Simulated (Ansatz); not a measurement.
Relaxed-ion elastic tensor of BN in space group Fmm2 (No. 42; B on 4a, N on 4a) in GPa (Voigt order), r²SCAN+D4 (plane waves, PAW; program Ansatz); density 2.29 g/cm³, 9.00 Å³ per atom.

```
 914   2.3   199   0.0   0.0   0.0
 2.3  33.3  -7.0   0.0   0.0   0.0
 199  -7.0   920   0.0   0.0   0.0
 0.0   0.0   0.0  -3.5   0.0   0.0
 0.0   0.0   0.0   0.0   359   0.0
 0.0   0.0   0.0   0.0   0.0  10.6
```

Task: Is the crystal mechanically stable?

Result: No: the smallest eigenvalue of C is -3.5 GPa.

The workflow started from a Materials Project entry (that database holds measured and hypothetical structures alike); the Crystallography Open Database copy checked does not list it. It is not the phase usual at ambient conditions (space group No. 186, 194, 216). The r²SCAN+D4 relaxation kept the symmetry of its start. At this level the phase is mechanically unstable.

Potentials: the earlier of the program's two PAW sets. The files were generated under PBE; for other functionals the program regenerates the frozen cores, and for LDA and PBEsol the local potential too.
